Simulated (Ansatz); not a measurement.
This run works on a proposed trial structure, not on a known crystal.

Input and command of a plane-wave DFT calculation in Ansatz:

```yaml
crystal:
  lattice:
    - [2.0102911592, -6.2338164649, 0.0]
    - [2.0102911592, 6.2338164649, 0.0]
    - [0.0, 0.0, 10.684034535]
  atoms:
    - { symbol: Ta, position: [0.1562238381, 0.8437761619, 0.25], spin: 1.0 }
    - { symbol: Ta, position: [0.8437761619, 0.1562238381, 0.75], spin: 1.0 }
    - { symbol: Bi, position: [0.8629845952, 0.1370154048, 0.091593162] }
    - { symbol: Bi, position: [0.8629845952, 0.1370154048, 0.408406838] }
    - { symbol: Bi, position: [0.1370154048, 0.8629845952, 0.908406838] }
    - { symbol: Bi, position: [0.1370154048, 0.8629845952, 0.591593162] }
    - { symbol: O, position: [0.0535440893, 0.9464559107, 0.117038368] }
    - { symbol: O, position: [0.0535440893, 0.9464559107, 0.382961632] }
    - { symbol: O, position: [0.2757235703, 0.7242764297, 0.3924779173] }
    - { symbol: O, position: [0.2757235703, 0.7242764297, 0.1075220827] }
    - { symbol: O, position: [0.9464559107, 0.0535440893, 0.882961632] }
    - { symbol: O, position: [0.9464559107, 0.0535440893, 0.617038368] }
    - { symbol: O, position: [0.7242764297, 0.2757235703, 0.8924779173] }
    - { symbol: O, position: [0.7242764297, 0.2757235703, 0.6075220827] }
    - { symbol: O, position: [0.3179446492, 0.6820553508, 0.75] }
    - { symbol: O, position: [0.6820553508, 0.3179446492, 0.25] }
basis:
  ecutwfc: 420
kpoints:
  mp_grid: { grid: [4, 4, 2] }
hamiltonian:
  xc: pbe
scf:
  occupations: { method: gaussian, width: 0.1 }
  lower_state_search: "off"
output:
  forces: true
  stress: true
  eigenvalues: true
  populations: true
magnetization:
  spin_polarized: true
```

```bash
ansatz run input.yaml --threads 1 --pin off --max-ram 2560MiB --backend cpu --events-out ev --progress --plain --runs-dir out
```

Processor: Arm Neoverse V1, 1 thread, on a host shared with other jobs.

Estimate time, memory and problem size.

About 2 min, peak memory 0.91 GiB. It solves 90 bands at 14 k points (after reduction by symmetry) with about 5225 plane waves, in 21 SCF iterations.
